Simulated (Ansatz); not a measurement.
### Question
VBiO4 in space group I4_1/a (No. 88; V on 4b, Bi on 4a, O on 16f) is relaxed with DFT-LDA in the program Ansatz with PAW potentials. What lattice parameters of the conventional cell result?

### Answer
a = 5.063 Å, c = 11.431 Å.

### Question
Give the free coordinates with the occupied sites.

### Answer
In one choice of origin and axes:

```tsv
atom	site	symmetry	x	y	z
V	4b	-4..	0.0000	0.0000	0.5000
Bi	4a	-4..	0.0000	0.0000	0.0000
O	16f	1	0.2507	0.3592	0.0798
```

### Question
Is it a metal or does it have a gap at this level?

### Answer
A gap of 2.02 eV, indirect.

Symmetry was held in the LDA relaxation; of distortions, only those at the zone centre were tested. No spin polarisation was allowed. No Hubbard U is applied. Scalar-relativistic: spin–orbit coupling is off unless named, which matters more the heavier the elements.

Potentials: the later of the program's two PAW sets.
